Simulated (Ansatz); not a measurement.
Given:

LaN:
```yaml
crystal:
  lattice:
    - [0.00000, 2.80645, 2.80645]
    - [2.80645, 0.00000, 2.80645]
    - [2.80645, 2.80645, 0.00000]
  atoms:
    - { symbol: N, position: [0.25000, 0.25000, 0.25000] }
    - { symbol: La, position: [0.00000, 0.00000, 0.00000] }
```

This is the PBE-relaxed structure.

**Question.** All from plane-wave PAW PBE (Ansatz code), unless another level is named. Predict the gap with spin–orbit coupling.

**Answer.** 1.09 eV.

**Question.** Next, the smallest direct gap on the standard path?

**Answer.** 2.25 eV.

**Question.** What about the weight of the valence-edge state by species (Voronoi cells)?

**Answer.** N 81 %, La 19 %.

**Question.** Next, the conduction-band minimum?

**Answer.** at Γ.

**Question.** Predict the valence-band maximum.

**Answer.** at X.

Space group F-43m (zinc blende). The start of the workflow was typed in or built on a structure type; neither database checked (COD, Materials Project) lists it. COD files the formula under space group No. 225, so this cell is another polymorph or a model. Its standing as an ambient phase is unchecked. Symmetry was held in the PBE relaxation; its stability against distortions is not shown here. Spin–orbit coupling is left out wherever it is not named.

Potentials: the later of the program's two PAW sets.
